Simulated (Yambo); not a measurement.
K2PtBr6 (space group Fm-3m, No. 225), G0W0@LDA in Yambo with this input:

```
rim_cut
gw0
dyson
el_el_corr
HF_and_locXC
ppa
em1d
RandQpts= 1000000
RandGvec= 1 Ry
EXXRLvcs= 84 Ry
VXCRLvcs= 336 Ry
Chimod= "HARTREE"
% BndsRnXp
 5 | 390 |
%
NGsBlkXp= 7 Ry
% LongDrXp
 1.0 | 1.0 | 1.0 |
%
PPAPntXp= 27.2114 eV
% GbndRnge
 1 | 390 |
%
GTermKind= "BG"
DysSolver= "n"
ExtendOut
```

On a 2×2×2 mesh, with wavefunctions cut at 84 Ry, the gap (Γ → X) is 2.963 eV and the valence edge shifts by -1.156 eV.

Problem. What happens with this change: no terminator?

Solution. The gap rises by 0.059 eV, to 3.022 eV; the shift of the valence edge becomes -1.039 eV. Neither run is shown to be the converged limit.

Spin-orbit coupling is not included.

Geometry of the Materials Project entry, not relaxed at this level; primitive cell a = b = c = 7.3313 Å, α = β = γ = 60.00°.

A shift is the quasiparticle energy of the state minus its LDA energy.
